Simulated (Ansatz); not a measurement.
This run works on a proposed trial structure, not on a known crystal.

Input and command of a plane-wave DFT calculation in Ansatz:

```yaml
crystal:
  lattice:
    - [2.7385142751, -2.7040087427, 0.0029273483]
    - [2.7385142751, 2.7040087427, 0.0029273483]
    - [-1.007453549, 0.0, 4.7255238757]
  atoms:
    - { symbol: Te, position: [0.0, 0.0, 0.0] }
    - { symbol: O, position: [0.1017381831, 0.1017381831, 0.4386762872] }
    - { symbol: O, position: [0.8982618169, 0.8982618169, 0.5613237128] }
    - { symbol: O, position: [0.5, 0.0, 0.0] }
    - { symbol: O, position: [0.0, 0.5, 0.0] }
basis:
  ecutwfc: 420
kpoints:
  mp_grid: { grid: [8, 8, 8] }
hamiltonian:
  xc: pbe
scf:
  occupations: { method: gaussian, width: 0.1 }
output:
  forces: true
  stress: true
  eigenvalues: true
relax:
  adjacent_minimum: "off"
  f_tol: 0.01
  max_steps: 30
  cell: { stress_tol: 0.1, fix: [volume] }
```

```bash
ansatz run input.yaml --threads 1 --pin off --max-ram 2560MiB --backend cpu --events-out ev --progress --plain --runs-dir out
```

Processor: AMD EPYC 7R43 64-Core Processor (Zen 3), 1 thread, on a host shared with other jobs.

**Question.** Estimate time, memory and problem size.

**Answer.** About 93 s, peak memory 0.55 GiB. It solves 25 bands at 150 k points (after reduction by symmetry) with about 1383 plane waves, in 35 SCF iterations over 8 ionic steps.
